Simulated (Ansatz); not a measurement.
ZrPbO3:
```yaml
crystal:
  lattice:
    - [2.94162, 1.69835, 4.85993]
    - [-2.94162, 1.69835, 4.85993]
    - [0.00000, -3.39669, 4.85993]
  atoms:
    - { symbol: Pb, position: [0.28919, 0.28919, 0.28919] }
    - { symbol: Pb, position: [0.78919, 0.78919, 0.78919] }
    - { symbol: Zr, position: [0.01541, 0.01541, 0.01541] }
    - { symbol: Zr, position: [0.51541, 0.51541, 0.51541] }
    - { symbol: O, position: [0.29282, 0.73224, 0.22063] }
    - { symbol: O, position: [0.22063, 0.29282, 0.73224] }
    - { symbol: O, position: [0.73224, 0.22063, 0.29282] }
    - { symbol: O, position: [0.23224, 0.79282, 0.72063] }
    - { symbol: O, position: [0.72063, 0.23224, 0.79282] }
    - { symbol: O, position: [0.79282, 0.72063, 0.23224] }
```

r²SCAN (plane waves, PAW; program Ansatz) gives a gap of 3.54 eV without spin–orbit coupling, maximum at F, minimum at F.

### Question
What happens when spin–orbit coupling is switched on?

### Answer
The gap shrinks by 0.30 eV, to 3.24 eV; maximum off the standard path, at k = (-0.010, -0.495, -0.495) in fractions of the reciprocal vectors, minimum on the S2–F line, 92 % of the way from S2.

Space group R3c. The start of the workflow was typed in or built on a structure type; neither database checked (COD, Materials Project) lists it. COD files the formula under space group No. 38, 55. Its standing as an ambient phase is unchecked. The r²SCAN relaxation kept the symmetry of its start; its stability against distortions is not shown here. No spin polarisation was allowed.

Potentials: the earlier of the program's two PAW sets. The files were generated under PBE; for other functionals the program regenerates the frozen cores, and for LDA and PBEsol the local potential too.
